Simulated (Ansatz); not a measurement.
Suppose SiBr takes space group P6_3mc (No. 186), with Si on 2b; Br on 2b. The guess for SiBr was made by a generator: close-packed anion layers stacked AB, with sites between them filled layer by layer (elements of the layers in order: Br Br).

The calculation used DFT PBE, scalar-relativistic, plane waves, PAW in Ansatz 0.2.0. Cutoff 420 eV, Γ-centred mesh, Gaussian smearing, no spin polarisation.

The zero of energy is the elements' standard structures at the same level; no fitted shifts are applied. The references include crystalline Br.

Task: Which cell and coordinates does it relax to?

Result:

Space group P6_3mc (No. 186). a = 3.332 Å, b = 3.332 Å, c = 10.320 Å, α = 90.00°, β = 90.00°, γ = 120.00°
| atom | site | symmetry | x | y | z |
| --- | --- | --- | --- | --- | --- |
| Si | 2b | 3m. | 0.3333 | 0.6667 | 0.3434 |
| Br | 2b | 3m. | 0.3333 | 0.6667 | 0.0298 |

Around Si lie 3 Br at 2.72 Å, 1 Br at 3.24 Å and 6 Si at 3.33 Å; around Br lie 3 Si at 2.72 Å, 1 Si at 3.24 Å and 6 Br at 3.33 Å. Another local minimum with the same sites may exist.

Task: Where does its energy lie, and is it a metal?

Result: The energy over the elements is +0.50 eV/atom and the gap on the 15×15×6 mesh of the 4-atom cell is 0 eV (a metal). A positive value: parting into the elements would lower its energy.

The last run used Gaussian smearing of 0.10 eV. No dispersion correction is applied, so the spacing and binding between layers, chains or molecules are poorly described. The reference form of Br is held partly by dispersion forces, which this level lacks. Symmetry constrained the relaxation, so the result can be a saddle point.
